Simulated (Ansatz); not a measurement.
ScNi₃N:
```xyz
5
Lattice="3.8392 0.0000 0.0000 0.0000 3.8392 0.0000 0.0000 0.0000 3.8392" Properties=species:S:1:pos:R:3 pbc="T T T"
Sc     0.0000     0.0000     0.0000
Ni     0.0000     1.9196     1.9196
Ni     1.9196     0.0000     1.9196
Ni     1.9196     1.9196     0.0000
N      1.9196     1.9196     1.9196
```

Relaxed with r²SCAN.

### Question
Map the valence electron density (e/Å³), cut off at 3 on the plane through (0.000, 0.000, 0.000) spanned by u = [1, 0, 0] and v = [0, 1, 1] in lattice vectors, from plane-wave PAW r²SCAN (Ansatz code).

### Answer
x is the fraction of u, y of v (the angle between them is 90°; rows are the nearest grid lines); atoms in the plane: Sc at (0.00, 0.00), Ni at (0.00, 0.50), N at (0.50, 0.50).
```
|@@@@:          :@@@@|
|@@@%:          :%@@@|
|@@@+.          .+@@@|
|-:.              .:-|
|                    |
|                    |
|                    |
|                    |
|..      ....      ..|
|@@@-...-+##+-...-@@@|
|@@@*:.:+@@@@+:.:*@@@|
|@@@@::-#@@@@#-::@@@@|
|@@@@::-#@@@@#-::@@@@|
|@@@*:.:+@@@@+:.:*@@@|
|@@@-...-+##+-...-@@@|
|..      ....      ..|
|                    |
|                    |
|                    |
|                    |
|-:.              .:-|
|@@@+.          .+@@@|
|@@@%:          :%@@@|
|@@@@:          :@@@@|
```
Scale: ten equal steps from 0.147 (start of ' ') to 3.00 (end of '@'), in the order ' .:-=+*#%@'; x runs from 0.000 to 1.00, y from 0.000 (bottom) to 1.00 (top).

The density is the valence pseudo-density with augmentation charge, so density and ELF within about 1 Å of a nucleus are not all-electron values.

Space group Pm-3m (anti-perovskite). The start of the workflow was typed in or built on a structure type; neither database checked (COD, Materials Project) lists it. Its standing as an ambient phase is unchecked. The r²SCAN relaxation kept the symmetry of its start; its stability against distortions is not shown here. The workflow began spin-polarised and lost its moments.

Potentials: the earlier of the program's two PAW sets. The files were generated under PBE; for other functionals the program regenerates the frozen cores, and for LDA and PBEsol the local potential too.
